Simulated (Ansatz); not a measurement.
# BePd: a sublattice moved along a line

Theory: Ansatz, DFT r2SCAN, scalar-relativistic, plane waves, PAW. The runs took a 500 eV cutoff, a Γ-centred 16×16×16 mesh and Gaussian smearing (0.15 eV). No spin polarisation. Energies are free energies at this smearing, counted from the undisturbed cell; pressure is positive in compression.

Zero of the scan (as given, not relaxed at this level; it stands at -0.1 GPa, and it needn't be the usual structure):

```
Be Pd
1.0
     2.81300    0.00000    0.00000
     0.00000    2.81300    0.00000
     0.00000    0.00000    2.81300
Be Pd
1 1
Direct
  0.00000 0.00000 0.00000
  0.50000 0.50000 0.50000
```

Every Pd atom is moved by x along the Cartesian unit vector (1.000, 0.000, 0.000); the cell and all other atoms stay fixed. The cell is metallic on the mesh throughout.

| x (Å) | ΔE (meV/cell) | force along x on the moved atoms (eV/Å) |
| --- | --- | --- |
| -0.2000 | 84.6 | 0.85 |
| -0.1000 | 21.1 | 0.42 |
| 0.0000 | 0.0 | 0.00 |
| 0.0250 | 1.3 | -0.11 |
| 0.0500 | 5.3 | -0.21 |
| 0.0750 | 11.9 | -0.32 |
| 0.1250 | 33.0 | -0.53 |
| 0.1500 | 47.6 | -0.64 |
| 0.1750 | 64.8 | -0.74 |

By symmetry 0.2000 repeats -0.2000, -0.1500 repeats 0.1500, 0.1000 repeats -0.1000, -0.0500 repeats 0.0500 in energy, with the opposite slope along the path.